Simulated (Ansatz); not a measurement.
The following input was run with Ansatz 0.2.0.

```yaml
crystal:
  lattice:
    - [5.6909432411, -0.0637056376, 0.0127636185]
    - [-2.900642321, 4.7722966509, 0.0655397482]
    - [0.0162037662, 0.1054315537, 6.8581191295]
  atoms:
    - { symbol: Na, position: [0.3573598118, 0.6396779102, 0.6816809108] }
    - { symbol: Na, position: [0.6913403908, 0.3023071476, 0.308558957] }
    - { symbol: Na, position: [0.0626012992, 0.0480836056, 0.4698790581] }
    - { symbol: Ba, position: [-0.0427120183, -0.0089168453, -0.0073533707] }
    - { symbol: P, position: [0.3664349926, 0.6835310456, 0.2042653252] }
    - { symbol: P, position: [0.6586415928, 0.3463615384, 0.7534860648] }
    - { symbol: O, position: [0.3173411163, 0.673104785, 0.0152796119] }
    - { symbol: O, position: [0.7056016348, 0.3660722434, 0.9910847172] }
    - { symbol: O, position: [0.1364657404, 0.7717848742, 0.3138435867] }
    - { symbol: O, position: [0.8297546886, 0.2157003272, 0.7029925362] }
    - { symbol: O, position: [0.1859920256, 0.3984337919, 0.3396020983] }
    - { symbol: O, position: [0.7896726315, 0.6253513076, 0.7070677802] }
    - { symbol: O, position: [0.584659333, 0.7658991813, 0.3251377141] }
    - { symbol: O, position: [0.3568495662, 0.1726111408, 0.6944764111] }
basis:
  ecutwfc: 420
kpoints:
  mp_grid: { grid: [8, 8, 6] }
hamiltonian:
  xc: pbesol
scf:
  occupations: { method: gaussian, width: 0.1 }
output:
  forces: true
  stress: true
  eigenvalues: true
  populations: true
```

It can be run as
```bash
ansatz run input.yaml --threads 2 --pin off --backend cpu --events-out ev --progress --plain --runs-dir out  # memory cap (--max-ram) not shown
```

Method: Ansatz 0.2.0, DFT PBEsol, scalar-relativistic, plane waves, PAW.

Abridged output:

```
Pseudopotentials: kind: paw
Pseudopotential: Na, paw, valence charge 9, recommended cutoff 420 eV (normal)
Pseudopotential: Ba, paw, valence charge 10, recommended cutoff 420 eV (normal)
Pseudopotential: P, paw, valence charge 5, recommended cutoff 420 eV (normal)
Pseudopotential: O, paw, valence charge 6, recommended cutoff 420 eV (normal)
Functional definition: PBEsol
Crystal: 14 atoms, lattice volume = 184.947 Å³
Basis set: ecut = 420 eV, 3623 PW (Γ), exchange–correlation on 80×80×96 points (8 copies of the dense FFT grid, shifted against one another)
Bands: 62, of which v1, the nominal top of the filled ones, is band 48 counted from 1 (47 counted from 0)
Symmetry: 1 space group operations
Space group: P1 (ITA 1), of the structure as read, at distance tolerance 5.7e-5 Å
k-points: 196 of 384 (time reversal used)
Initial density: superposition of atomic densities (neutral atoms: chi_scale 0, normalization atom), corrected by the library's trained network
Initial wavefunctions: pseudopotential atomic-orbital guess
Functional: x = pbesol(κ = 0.804, μ = 0.12345679), c = pbesol(β = 0.046)
SCF iter   1: F=—  HF=-16262.530228 eV  |F-HF|=—  |Δ(HF+E_count)|=         —  Δρ=2.01e-2  dr2=7.95e-1  ethr=1.77e-3  ⟨swp⟩=13.0  Hψ=78640  notcnv=0  defer=327
SCF iter   2: F=—  HF=-16262.414234 eV  |F-HF|=—  |Δ(HF+E_count)|=   1.16e-1  Δρ=1.36e-2  dr2=2.19e-1  ethr=8.37e-4  ⟨swp⟩=3.0  Hψ=22696  notcnv=0  defer=1503
SCF iter   3: F=—  HF=-16262.396002 eV  |F-HF|=—  |Δ(HF+E_count)|=   1.82e-2  Δρ=8.02e-3  dr2=1.37e-1  ethr=2.31e-4  ⟨swp⟩=2.0  Hψ=19186  notcnv=0  defer=1503
SCF iter   4: F=—  HF=-16262.388337 eV  |F-HF|=—  |Δ(HF+E_count)|=   7.66e-3  Δρ=3.71e-3  dr2=2.34e-2  ethr=1.44e-4  ⟨swp⟩=1.8  Hψ=11134  notcnv=0  defer=1503
SCF iter   5: F=—  HF=-16262.385616 eV  |F-HF|=—  |Δ(HF+E_count)|=   2.72e-3  Δρ=1.76e-3  dr2=7.66e-3  ethr=2.46e-5  ⟨swp⟩=2.0  Hψ=14132  notcnv=0  defer=1503
SCF iter   6: F=—  HF=-16262.385573 eV  |F-HF|=—  |Δ(HF+E_count)|=   4.21e-5  Δρ=1.27e-3  dr2=3.33e-3  ethr=8.07e-6  ⟨swp⟩=1.3  Hψ=11563  notcnv=0  defer=1503
SCF iter   7: F=—  HF=-16262.385413 eV  |F-HF|=—  |Δ(HF+E_count)|=   1.60e-4  Δρ=9.44e-4  dr2=1.61e-3  ethr=3.50e-6  ⟨swp⟩=2.0  Hψ=14809  notcnv=0  defer=1503
SCF iter   8: F=—  HF=-16262.385271 eV  |F-HF|=—  |Δ(HF+E_count)|=   1.42e-4  Δρ=6.26e-4  dr2=7.81e-4  ethr=1.69e-6  ⟨swp⟩=1.7  Hψ=13674  notcnv=0  defer=1500
SCF iter   9: F=—  HF=-16262.385226 eV  |F-HF|=—  |Δ(HF+E_count)|=   4.50e-5  Δρ=3.58e-4  dr2=2.77e-4  ethr=8.23e-7  ⟨swp⟩=1.7  Hψ=11460  notcnv=0  defer=1500
SCF iter  10: F=—  HF=-16262.385199 eV  |F-HF|=—  |Δ(HF+E_count)|=   2.76e-5  Δρ=1.40e-4  dr2=3.71e-5  ethr=2.92e-7  ⟨swp⟩=2.1  Hψ=15120  notcnv=0  defer=1500
SCF iter  11: F=—  HF=-16262.385145 eV  |F-HF|=—  |Δ(HF+E_count)|=   5.34e-5  Δρ=6.78e-5  dr2=1.02e-5  ethr=3.91e-8  ⟨swp⟩=2.0  Hψ=18832  notcnv=0  defer=1497
SCF iter  12: F=—  HF=-16262.385146 eV  |F-HF|=—  |Δ(HF+E_count)|=   7.94e-7  Δρ=4.33e-5  dr2=3.79e-6  ethr=1.07e-8  ⟨swp⟩=2.0  Hψ=13441  notcnv=0  defer=1497
SCF iter  13: F=—  HF=-16262.385146 eV  |F-HF|=—  |Δ(HF+E_count)|=   3.23e-7  Δρ=2.61e-5  dr2=1.56e-6  ethr=3.99e-9  ⟨swp⟩=1.9  Hψ=12831  notcnv=0  defer=1497
SCF iter  14: F=—  HF=-16262.385146 eV  |F-HF|=—  |Δ(HF+E_count)|=   2.09e-7  Δρ=1.40e-5  dr2=4.10e-7  ethr=1.64e-9  ⟨swp⟩=2.0  Hψ=12174  notcnv=0  defer=1497
SCF iter  15: F=—  HF=-16262.385146 eV  |F-HF|=—  |Δ(HF+E_count)|=   4.05e-8  Δρ=7.07e-6  dr2=1.08e-7  ethr=4.32e-10  ⟨swp⟩=2.4  Hψ=15677  notcnv=0  defer=1497
SCF iter  16: F=-16262.385145 eV  HF=-16262.385146 eV  |F-HF|=6.78e-9  |Δ(HF+E_count)|=   6.96e-9  Δρ=2.62e-6  dr2=1.25e-8  ethr=1.05e-10  ⟨swp⟩=17.8  Hψ=64111  notcnv=0
SCF 1 converged in 16 iterations: F = -16262.385145 eV  dr2 = 1.25e-8
SCF converged after 16 iterations
Free energy (F): -16262.385145 eV
Harris-Foulkes:  -16262.385146 eV  (|F-HF|=6.78e-9)
Internal energy: -16262.345207 eV  (E = F + TS)
E sigma→0 (E₀):  -16262.365176 eV
Entropy (-TS):   -0.039939 eV (-2.853 meV/atom)
Fermi energy:    5.077719 eV
--- Per-component energies (eV) ---
  E_band       = -755.575138
  E_kinetic    = 2124.055095
  E_local      = -7327.538000  (includes V_loc(G=0)·N_el)
  E_nonlocal   = 863.899724
  E_hartree    = 2607.102782
  E_xc         = -999.413877
  E_vxc        = -1169.654946  (∫ρ·V_xc dr)
  E_paw        = -8233.236511  (= ΣΔE_a)
  E_vpaw       = -460.564359  (= ΣTr[D̂ρ^β])
  E_aug_tail   = 0.019874  (compensation charges beyond the density's cutoff)
  E_ewald      = -5297.924304
  E_core_change = 0.690010  (= ΣΔE_core)
  E_smearing   = -0.039939  (= −TS)
--- Forces (eV/Å), atoms counted from 1 ---
  atom   1  Na    -0.35659256     0.08817826    -0.59581375
  atom   2  Na     0.12195237     0.43296661     0.41099240
  atom   3  Na    -0.55158449    -2.32620573     1.71055808
  atom   4  Ba     0.82106585     0.01946867    -0.33248284
  atom   5  P    -10.72219374    -5.01078747    14.29598358
  atom   6  P      2.40395663   -10.85080612     6.74730623
  atom   7  O     -1.01674367    -0.32966988   -15.91441222
  atom   8  O     -1.17349543    -1.20641395    -0.23889417
  atom   9  O      2.56597309     0.50433969    -2.02855120
  atom  10  O      0.52823517    -1.09045217    -1.28296849
  atom  11  O     -1.50603223    -0.50162481    -3.11893853
  atom  12  O     -1.42355313    13.45495837    -4.51843851
  atom  13  O     10.42419040     7.13438178     4.43439163
  atom  14  O     -0.11516858    -0.31836110     0.43125664
--- Stress (GPa, compression-positive) ---
        7.173428       5.216388       8.520618
        5.216388      22.452135      -1.505338
        8.520620      -1.505335      22.552292
  P = ⅓ Tr σ = 17.3926 GPa (173.926 kbar)
--- Band table (eV; the first three rows and the last of 196) ---
  k-point 0: bands = ["-44.5237", "-44.4357", "-42.9946", "-20.4064", "-17.0045", "-16.6509", "-16.6092", "-16.5992", "-16.5605", "-16.5328", "-16.5175", "-15.7541", "-15.3172", "-15.1840", "-15.1527", "-14.9917", "-13.0051", "-12.4698", "-12.2969", "-11.2963", "-10.9506", "-5.8257", "-5.7589", "-5.5420", "-2.3918", "-1.6398", "-0.8553", "-0.6762", "-0.3447", "0.0356", "0.1612", "0.4796", "0.9400", "1.2533", "1.7880", "2.3933", "2.4156", "2.7116", "3.0047", "3.0733", "3.3704", "3.4584", "4.4039", "4.6612", "4.8374", "4.8527", "4.9025", "5.2011", "8.9821", "10.9814", "11.3076", "11.6813", "11.9947", "12.6770", "12.7993", "12.9978", "13.5574", "14.0487", "14.2316", "14.5902", "14.6782", "14.74 ...
  k-point 1: bands = ["-44.5237", "-44.4357", "-42.9946", "-20.4065", "-17.0179", "-16.6520", "-16.6094", "-16.6008", "-16.5550", "-16.5192", "-16.5154", "-15.7496", "-15.3210", "-15.1860", "-15.1526", "-14.9942", "-13.0049", "-12.4694", "-12.2977", "-11.2993", "-10.9501", "-5.8283", "-5.7598", "-5.5426", "-2.3701", "-1.6571", "-0.8637", "-0.6864", "-0.3524", "0.0546", "0.1832", "0.4992", "0.9388", "1.2688", "1.8019", "2.3800", "2.4093", "2.7184", "3.0001", "3.0736", "3.3476", "3.4220", "4.3880", "4.6555", "4.8016", "4.8783", "4.9044", "5.2008", "9.1223", "10.9607", "11.3173", "11.6742", "11.9264", "12.5785", "12.7438", "13.0542", "13.4882", "14.0124", "14.3132", "14.6142", "14.6883", "14.79 ...
  k-point 2: bands = ["-44.5237", "-44.4357", "-42.9946", "-20.4068", "-17.0421", "-16.6538", "-16.6100", "-16.6038", "-16.5512", "-16.5178", "-16.4809", "-15.7404", "-15.3296", "-15.1900", "-15.1525", "-14.9989", "-13.0045", "-12.4685", "-12.2994", "-11.3053", "-10.9493", "-5.8334", "-5.7616", "-5.5438", "-2.3200", "-1.7016", "-0.8794", "-0.7047", "-0.3643", "0.0915", "0.2275", "0.5376", "0.9352", "1.3011", "1.8318", "2.3519", "2.3964", "2.7304", "3.0008", "3.0658", "3.2705", "3.3744", "4.3614", "4.6468", "4.7753", "4.8531", "4.9384", "5.1986", "9.4528", "10.8588", "11.3455", "11.6500", "11.7622", "12.4231", "12.6967", "13.1351", "13.3911", "14.0212", "14.2428", "14.5685", "14.7389", "14.88 ...
  k-point 195: bands = ["-44.5237", "-44.4357", "-42.9946", "-20.3964", "-17.0776", "-16.6513", "-16.6143", "-16.6075", "-16.5651", "-16.5213", "-16.4602", "-15.7062", "-15.3272", "-15.1925", "-15.1596", "-14.9963", "-12.9987", "-12.5302", "-12.2417", "-11.3069", "-11.0370", "-5.7970", "-5.6899", "-5.4989", "-2.0852", "-1.4743", "-0.8670", "-0.5964", "-0.3489", "0.0505", "0.1331", "0.5718", "0.9554", "1.2837", "1.7811", "2.1456", "2.3116", "2.7077", "2.8283", "2.9196", "3.1514", "3.5539", "4.1867", "4.3118", "4.6803", "4.8783", "4.9019", "4.9221", "10.2765", "10.5661", "11.5426", "11.6337", "12.1679", "12.3874", "12.6809", "13.3113", "13.4874", "13.9675", "14.3084", "14.5433", "14.7571", "14 ...
--- Löwdin populations: 14 sites ---
  site symbol q [e]
     0     Na      8.2345
     1     Na      8.2581
     2     Na      8.2757
     3     Ba      8.1766
     4      P      2.9045
     5      P      2.8974
     6      O      6.8261
     7      O      6.9400
     8      O      6.8227
     9      O      6.9307
    10      O      6.8318
    11      O      6.9171
    12      O      6.8354
    13      O      6.9278
  spilling = 0.012860 (of n_electrons = 95.000000)
```

The run converged.

 The cell has an odd number of electrons and was run without spin polarisation, which forces a half-filled band: energy, forces and stress belong to that artificial state. Some atoms are far too close here, so the PAW spheres overlap strongly and the numbers are rough.